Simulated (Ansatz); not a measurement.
ZnRh (CsCl type, space group No. 221) at seven volumes, plane-wave PAW LDA (Ansatz code), scaled uniformly. One row is withheld.

```csv
V (Å³/atom),P (GPa)
11.617,26.17
12.000,15.84
12.383,?
12.766,0.00
13.149,-6.03
13.532,-11.05
13.915,-15.23
```

### Question
Fit the shown pressures and predict the withheld one.

### Answer
P = (3/2)B₀(x^(7/2) − x^(5/2))[1 + (3/4)(B′ − 4)(x − 1)] with x = (V₀/V)^(2/3). Least squares on the six rows gives V₀ = 12.766 Å³/atom, B₀ = 219 GPa, B′ = 5.00. At V = 12.383, x = 1.0205 and P = 7.20 GPa. The run itself gave 7.21 GPa.

Space group Pm-3m (CsCl type). The first step of the workflow began from a Materials Project structure, measured or hypothetical; the Crystallography Open Database copy checked does not list it. With Zn and Rh taken as one species the cell has the higher symmetry Im-3m, so it may be an ordered model of a mixed-site phase. Whether it is the stable phase at ambient conditions was not checked. Symmetry was held in the LDA relaxation; of distortions, only those at the zone centre were tested. No spin polarisation was allowed.

Potentials: the later of the program's two PAW sets.
